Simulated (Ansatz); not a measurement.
Eigenvalues along a path: Cr (bcc type)

```
CELL_PARAMETERS angstrom
-1.42422 1.42422 1.42422
1.42422 -1.42422 1.42422
1.42422 1.42422 -1.42422
ATOMIC_POSITIONS crystal
Cr 0.00000 0.00000 0.00000
```

The cell comes from a relaxation on PAW files under the same functional.

All numbers are PBE results (scalar-relativistic) from Ansatz 0.2.0, with a Γ-centred 21×21×21 k mesh, Fermi–Dirac smearing of 0.05 eV, spin-polarised from start moments Cr 2 μB. Methods: LAPW: all electrons, basis error target 1 meV/atom.

Antiferromagnetic order, which Cr and Mn prefer near zero pressure, wasn't tried. The start moments died away, and the runs ended non-magnetic.

Path points, in fractions of the reciprocal vectors: Γ (0.000, 0.000, 0.000), H (0.500, -0.500, 0.500), N (0.000, 0.000, 0.500), P (0.250, 0.250, 0.250). The distance column jumps between branches of the path. Levels in eV from the Fermi level; bands 5 to 10, counted from the lowest band of the run. The gap is zero, the pressure -0.10 GPa.

```
# k(1/Å) point b5 b6 b7 b8 b9 b10
0.000 Γ -7.91 -0.93 -0.93 -0.93 1.14 1.14
0.315 - -7.47 -0.95 -0.95 -0.78 0.82 1.25
0.630 - -6.26 -0.92 -0.92 -0.35 -0.04 1.57
0.945 - -4.68 -1.21 -0.67 -0.67 0.30 2.08
1.260 - -3.60 -2.43 -0.09 -0.09 1.05 3.25
1.576 - -3.61 -3.45 0.85 0.85 1.75 5.65
1.891 - -4.12 -4.11 1.90 1.90 2.26 8.70
2.206 H -4.35 -4.35 2.44 2.44 2.44 10.54
2.429 - -4.23 -4.22 2.05 2.15 2.46 10.07
2.651 - -3.93 -3.84 1.11 1.41 2.52 8.94
2.874 - -3.61 -3.22 0.01 0.61 2.59 7.50
3.097 - -3.59 -2.38 -1.00 0.28 2.68 5.93
3.320 - -3.94 -1.80 -1.34 0.52 2.76 4.33
3.543 - -4.32 -2.31 -0.12 0.94 2.77 2.82
3.766 N -4.47 -2.48 1.06 1.13 1.48 2.84
3.988 - -4.47 -2.42 0.43 1.15 1.45 2.60
4.211 - -4.58 -2.22 -0.62 1.03 1.38 1.97
4.434 - -5.15 -1.92 -1.21 0.87 1.16 1.29
4.657 - -6.12 -1.58 -1.20 0.34 0.78 1.21
4.880 - -7.05 -1.25 -1.03 -0.34 0.85 1.17
5.103 - -7.69 -1.02 -0.94 -0.78 1.04 1.14
5.325 Γ -7.91 -0.93 -0.93 -0.93 1.14 1.14
5.598 - -7.58 -1.03 -1.03 -0.66 1.08 1.08
5.871 - -6.65 -1.35 -1.35 0.12 1.01 1.01
6.144 - -5.30 -1.83 -1.83 1.07 1.07 1.38
6.417 - -3.83 -2.27 -2.27 1.23 1.23 3.02
6.690 - -2.65 -2.52 -2.52 1.39 1.39 5.02
6.963 - -2.53 -2.53 -2.15 1.50 1.50 7.45
7.236 P -2.36 -2.36 -2.36 1.54 1.54 10.21
7.509 - -2.82 -2.15 -2.15 1.50 1.50 9.15
7.781 - -2.99 -2.10 -2.10 1.42 1.42 8.64
8.054 - -2.56 -2.38 -2.38 1.43 1.43 8.70
8.327 - -2.99 -2.99 -1.45 1.65 1.65 9.16
8.600 - -3.67 -3.67 0.13 2.00 2.00 9.78
8.873 - -4.17 -4.17 1.72 2.31 2.31 10.32
9.146 H -4.35 -4.35 2.44 2.44 2.44 10.54
11.056 P -2.36 -2.36 -2.36 1.54 1.54 10.21
11.214 - -2.53 -2.48 -2.09 1.52 1.54 8.93
11.371 - -2.82 -2.61 -1.71 1.45 1.53 7.67
11.529 - -3.27 -2.63 -1.23 1.37 1.52 6.45
11.687 - -3.73 -2.59 -0.65 1.28 1.50 5.29
11.844 - -4.12 -2.54 0.01 1.20 1.49 4.22
12.002 - -4.38 -2.50 0.68 1.15 1.48 3.30
12.159 N -4.47 -2.48 1.06 1.13 1.48 2.84
```
